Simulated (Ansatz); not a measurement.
SiO$_{2}$:
```yaml
crystal:
  lattice:
    - [5.03533, 0.00000, 0.00000]
    - [-2.51767, 4.36073, 0.00000]
    - [0.00000, 0.00000, 8.56589]
  atoms:
    - { symbol: Si, position: [0.66667, 0.33333, 0.93705] }
    - { symbol: Si, position: [0.33333, 0.66667, 0.43705] }
    - { symbol: Si, position: [0.66667, 0.33333, 0.56295] }
    - { symbol: Si, position: [0.33333, 0.66667, 0.06295] }
    - { symbol: O, position: [0.00000, 0.41304, 0.00000] }
    - { symbol: O, position: [0.58696, 0.00000, 0.50000] }
    - { symbol: O, position: [0.58696, 0.58696, 0.00000] }
    - { symbol: O, position: [0.00000, 0.58696, 0.50000] }
    - { symbol: O, position: [0.41304, 0.00000, 0.00000] }
    - { symbol: O, position: [0.41304, 0.41304, 0.50000] }
    - { symbol: O, position: [0.66667, 0.33333, 0.75000] }
    - { symbol: O, position: [0.33333, 0.66667, 0.25000] }
```

Cartesian axes are those of the cell as given.

Q: Give the high-frequency dielectric tensor and the Born effective charge tensors of the independent atoms from DFPT, r²SCAN (plane waves, PAW; program Ansatz).

A: 
ε∞:
```
2.08  0.00  0.00
0.00  2.08  0.00
0.00  0.00  2.10
```
Z* of atom 1 (Si), rows: field, columns: displacement, in e:
```
 3.35  -0.28   0.00
 0.28   3.35   0.00
 0.00   0.00   3.48
```
Z* of atom 5 (O), rows: field, columns: displacement, in e:
```
-2.30  -0.70  -0.51
-0.70  -1.49  -0.29
-0.54  -0.31  -1.25
```
Z* of atom 11 (O), rows: field, columns: displacement, in e:
```
-1.02   0.00   0.00
 0.00  -1.02   0.00
 0.00   0.00  -3.20
```

Static charges for comparison (Bader): Si1 +3.37, O5 -1.69, O11 -1.69 e. Born charges measure polarisation by displacement and can exceed these by far.

Space group P6_322. The workflow started from a Materials Project entry (that database holds measured and hypothetical structures alike); the Crystallography Open Database copy checked does not list it. It is not the phase usual at ambient conditions (space group No. 92, 152, 154). The cell was relaxed with r²SCAN under the symmetry of its start. At this level the phase is dynamically unstable (imaginary phonons).

Potentials: the earlier of the program's two PAW sets. The files were generated under PBE; for other functionals the program regenerates the frozen cores, and for LDA and PBEsol the local potential too.
